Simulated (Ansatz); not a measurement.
A plane-wave DFT run in Ansatz 0.2.0 (scalar-relativistic PAW potentials unless the input names others): input and command.

```yaml
crystal:
  lattice:
    - [7.7358422786, 0.0, 0.0]
    - [-3.8679211393, 6.6994359329, 0.0]
    - [0.0, 0.0, 3.5502011428]
  atoms:
    - { symbol: Zr, position: [0.5963183632, 0.0, 0.0] }
    - { symbol: Zr, position: [0.4036816368, 0.4036816368, 0.0] }
    - { symbol: Zr, position: [0.0, 0.5963183632, 0.0] }
    - { symbol: Zr, position: [0.240111931, 0.0, 0.5] }
    - { symbol: Zr, position: [0.759888069, 0.759888069, 0.5] }
    - { symbol: Zr, position: [0.0, 0.240111931, 0.5] }
    - { symbol: Fe, position: [0.0, 0.0, 0.0] }
    - { symbol: Te, position: [0.3333333333, 0.6666666667, 0.5] }
    - { symbol: Te, position: [0.6666666667, 0.3333333333, 0.5] }
basis:
  ecutwfc: "40 Ry/bohr"
kpoints:
  mp_grid: { grid: [6, 6, 10] }
hamiltonian:
  xc: pbesol
scf:
  occupations: { method: gaussian, width: 0.1 }
  max_iter: 50
output:
  forces: true
  eigenvalues: true
  stress: true
```

```bash
ansatz run input.yaml --threads 1 --pin off --max-ram 2560MiB --backend cpu --events-out ev --progress --plain --runs-dir out
```

Q: Will this input run?

A: The program refuses it, because of a cutoff in the wrong unit (basis.ecutwfc: 420 → "40 Ry/bohr"). With the sound run's settings it is accepted.

Abridged log:
```
Error: YAML parse error: error: line 17 column 12: unknown unit factor `Ry/bohr`
  --> <input>:17:12
   |
15 |     - { symbol: Te, position: [0.6666666667, 0.3333333333, 0.5] }
16 | basis:
17 |   ecutwfc: "40 Ry/bohr"
   |            ^ unknown unit factor `Ry/bohr`
18 | kpoints:
19 |   mp_grid: { grid: [6, 6, 10] }
   |
```